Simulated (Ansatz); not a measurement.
TiO₂:
```cif
data_O8Ti4
_chemical_formula_sum 'Ti4 O8'
_space_group_name_H-M_alt 'I41/amd :1'
_space_group_IT_number 141
_space_group_name_Hall 'I 4bw 2bw -1bw'
_cell_length_a 3.79850
_cell_length_b 3.79850
_cell_length_c 9.70320
_cell_angle_alpha 90.000
_cell_angle_beta 90.000
_cell_angle_gamma 90.000
loop_
_atom_site_label
_atom_site_type_symbol
_atom_site_symmetry_multiplicity
_atom_site_Wyckoff_symbol
_atom_site_fract_x
_atom_site_fract_y
_atom_site_fract_z
_atom_site_occupancy
Ti1 Ti 4 a 0.00000 0.00000 0.00000 1
O1 O 8 e 0.00000 0.00000 0.20641 1
```
(The calculation used a cell of 6 atoms; values per cell refer to that cell.)

Relaxed with DFT-PBE in the program Ansatz with PAW potentials. Indices refer to the conventional cell of I4_1/amd, a = 3.798 Å, b = 3.798 Å, c = 9.703 Å, α = 90.00°, β = 90.00°, γ = 90.00°.

**Question.** Simulate the powder diffraction pattern (Ag Kα, λ = 0.560885 Å; lines above 1 %) up to 2θ = 30°.

**Answer.** Simulated powder pattern, Ag Kα, λ = 0.560885 Å (kinematic, ideal powder, no thermal factors, no anomalous dispersion; the 30 strongest lines at most, above 1 %, up to 2θ = 30°):

| 2θ (°) | d (Å) | I/Imax (%) | hkl |
|---|---|---|---|
| 9.09 | 3.537 | 100 | (101) |
| 13.08 | 2.463 | 6.3 | (103) |
| 13.28 | 2.426 | 22 | (004) |
| 13.71 | 2.350 | 7.8 | (112) |
| 16.98 | 1.899 | 33 | (200) |
| 18.68 | 1.728 | 24 | (105) |
| 19.30 | 1.673 | 22 | (211) |
| 21.49 | 1.504 | 3.6 | (213) |
| 21.62 | 1.495 | 18 | (204) |
| 23.36 | 1.385 | 9.4 | (116) |
| 24.11 | 1.343 | 9.5 | (220) |
| 25.35 | 1.278 | 15 | (215) |
| 25.81 | 1.256 | 4.0 | (301) |
| 27.62 | 1.175 | 7.4 | (224) |
| 27.83 | 1.166 | 2.7 | (312) |

Symmetry was held in the PBE relaxation. No spin polarisation was allowed.

Potentials: the earlier of the program's two PAW sets.
